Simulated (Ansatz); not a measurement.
A generated cell, in the space group of a known form (sites not compared), of CdSe: P6₃mc (No. 186), hP4, wurtzite type; a = 4.3397 Å, b = 4.3397 Å, c = 7.0783 Å, α = 90.00°, β = 90.00°, γ = 120.00°; Cd 2b (0.667, 0.333, 0.001); Se 2b (0.333, 0.667, 0.125). These are r2SCAN (plane waves to 500 eV, PAW, scalar-relativistic; Ansatz, a quantum-chemistry and plane-wave program) values and carry that method's errors. Element references, the lowest calculated here: Se (P3₁21), Cd (P6₃/mmc).

Task: What formation energy of this P6₃mc form of CdSe from the elements does r2SCAN give?

Result: -0.76 eV/atom.

A lower structure of this composition may exist. A known form of CdSe has the same space group; whether the sites agree was not checked.

Static energies, no anion corrections, no zero-point energy. Values are rounded to 0.01 eV/atom. Not shown to be the ambient phase of their composition (a lower form may be missing, and a cell relaxed within its start's symmetry can be a saddle point): CdSe (P6₃mc). The compounds carry no spin polarisation.
